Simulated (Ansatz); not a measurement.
Ta₂C under pressure

Computed with DFT LDA, scalar-relativistic, plane waves, PAW in Ansatz. Plane waves to 420 eV; Γ-centred k mesh 18×18×10; Fermi-Dirac smearing of 0.15 eV. No spin polarisation. Phonons by linear response, acoustic sum rule imposed.

Relaxed structure:
```xyz
3
Lattice="3.0771 0.0000 0.0000 -1.5386 2.6649 0.0000 0.0000 0.0000 4.8882" Properties=species:S:1:pos:R:3 pbc="T T T"
Ta    0.0000    1.7766    1.2371
Ta    1.5386    0.8883    3.6511
C     0.0000    0.0000    0.0000
```

In a metal, frequencies and elastic constants depend on the k mesh and the smearing, soft modes and shear constants most. Spin–orbit coupling is left out, which matters for heavy elements.

The cell is relaxed again at 3 and 10 GPa. How do volume, gap and optical modes at Γ (cm⁻¹, counted from the lowest optical one; a degenerate one stands once) change?

Answers

```csv
,0 GPa,3 GPa,10 GPa
V/V0,1.000,0.990,0.967
gap (eV),0.00,0.00,0.00
mode 1,130,132,137
mode 3,220,224,232
mode 4,655,664,684
mode 5,674,682,700
```